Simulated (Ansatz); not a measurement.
YSb (rock salt, Fm-3m) under volume change, plane-wave PAW LDA (Ansatz code), scaled uniformly.

```csv
V (Å³/atom),E − E(relaxed) (meV/atom),P (GPa)
25.319,___,___
26.153,24.2,4.89
26.988,5.7,2.26
27.823,0.0,0.00
28.657,___,___
29.492,19.8,-3.63
30.327,42.6,-5.07
```

What belongs in the gaps?


- 28.657, E − E(relaxed) (meV/atom): 5.2
- 28.657, P (GPa): -1.95
- 25.319, E − E(relaxed) (meV/atom): 57.4
- 25.319, P (GPa): 7.95

What does a third-order Birch–Murnaghan fit give for V₀, B₀ and B′?

V₀ = 27.82 Å³/atom, B₀ = 69.9 GPa, B′ = 4.0.

The first step of the workflow began from a Materials Project structure, measured or hypothetical; the Crystallography Open Database files this formula in space group No. 225, but the cells were not matched. Whether it is the stable phase at ambient conditions was not checked. The LDA relaxation kept the symmetry of its start; of distortions, only those at the zone centre were tested. The run is not spin-polarised. Scalar-relativistic: spin–orbit coupling is off unless named, which matters more the heavier the elements.

Potentials: the later of the program's two PAW sets.
